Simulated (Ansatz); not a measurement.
Harmonic vibrational thermodynamics of TiB2 in space group P6/mmm (No. 191; Ti on 1a, B on 2d) at fixed volume, the program Ansatz at the PBE level (PAW). The rows extrapolate the 0 K crystal and know nothing of melting or changes of phase.

```csv
T (K),F_vib (meV/atom),S (J/K per mol of atoms),C_V (J/K per mol of atoms)
50,101.6,0.1,0.2
100,101.4,0.8,2.5
200,…,4.7,…
300,91.4,9.5,14.7
400,79.0,…,…
600,40.8,22.3,21.4
800,-12.3,28.7,22.8
1000,…,…,23.5
```

Question: Fill in the missing entries.

Answer: 
- 200, F_vib (meV/atom): 98.8
- 200, C_V (J/K per mol of atoms): 9.4
- 1000, F_vib (meV/atom): -77.3
- 1000, S (J/K per mol of atoms): 33.9
- 400, C_V (J/K per mol of atoms): 18.0
- 400, S (J/K per mol of atoms): 14.3

The cell was relaxed with PBE under the symmetry of its start; phonons on a q-mesh show no instability. The run is not spin-polarised.

Potentials: the later of the program's two PAW sets.
